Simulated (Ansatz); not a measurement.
**Fields on a plane of SrTl2 (space group P6_3/mmc)**

```xyz
6
Lattice="5.0983 0.0000 0.0000 -2.5492 4.4153 0.0000 0.0000 0.0000 8.1277" Properties=species:S:1:pos:R:3 pbc="T T T"
Sr     0.0000     0.0000     2.0319
Sr     0.0000     0.0000     6.0958
Tl     0.0000     2.9435     3.6766
Tl     2.5492     1.4718     4.4511
Tl     2.5492     1.4718     7.7404
Tl     0.0000     2.9435     0.3873
```

The slice is a (1 -1 0 0) plane (indices of the conventional cell) through the point (0.000, 0.000, 0.750) (fractional), spanned by u = [110] and v = [001] in vectors of this cell: u (5.10 Å) and v (8.13 Å, at 90° to u). It covers one period; positions are fractions (u, v).

Atoms on it: Sr at (0.00, 0.50); Sr at (0.00, 0.00).

Method: PBEsol (plane waves to 420 eV, PAW, scalar-relativistic; Ansatz, an electronic-structure program). k mesh 11×11×6. These are valence fields of a PAW run, semicore shells included where kept as valence: close to a nucleus they are smooth pseudo fields. Spin-orbit coupling is left out, though Tl is heavy. SrTl2 was relaxed with its symmetry unable to fall.

```
|@@@@%%++::            ::++%%@@|
|@@%%**--................--**%%|
|**++--::....::::::::....::--++|
|::::......::--------::......::|
|      ....::--====--::....    |
|      ..::::--====--::::..    |
|      ....::--====--::....    |
|::::......::--------::......::|
|**++--::....::::::::....::--++|
|@@%%**--................--**%%|
|@@@@%%++::            ::++%%@@|
|##@@@@**::            ::**@@@@|
|@@@@%%++::            ::++%%@@|
|@@%%**--................--**%%|
|**++--::....::::::::....::--++|
|::::......::--------::......::|
|      ....::--====--::....    |
|      ..::::--====--::::..    |
|      ....::--====--::....    |
|::::......::--------::......::|
|**++--::....::::::::....::--++|
|@@%%**--................--**%%|
|@@@@%%++::            ::++%%@@|
|##@@@@**::            ::**@@@@|
```
Scale: ten equal steps from -1.40 (start of ' ') to 0.43 (end of '@'), in the order ' .:-=+*#%@'. Values: log₁₀ of the valence density in e/Å³. The map has 15 points along u (two characters each, u = 0 at the left) and 24 along v (v = 0 in the bottom row). The scale is logarithmic, as a density can span decades between atoms and voids.

```
|xxx0379999730xx|
|xxx0578998750xx|
|000468888886400|
|235688777788653|
|667888766788876|
|778898766789887|
|667888766788876|
|235688777788653|
|000468888886400|
|xxx0578998750xx|
|xxx0379999730xx|
|xxx0279999720xx|
|xxx0379999730xx|
|xxx0578998750xx|
|000468888886400|
|235688777788653|
|667888766788876|
|778898766789887|
|667888766788876|
|235688777788653|
|000468888886400|
|xxx0578998750xx|
|xxx0379999730xx|
|xxx0279999720xx|
```
Scale: ten equal steps from 0.00 (start of '0') to 8.89 (end of '9'), in the order '0123456789'. Values: electrostatic potential energy of an electron, from the cell's mean, in eV. The map has 15 points along u (one character each, u = 0 at the left) and 24 along v (v = 0 in the bottom row). Points within 1 Å of a nucleus are blanked (x), as the pseudised field means little there. Values under 0 eV are set to 0. The zero, the cell's mean, hangs on the PAW cores.
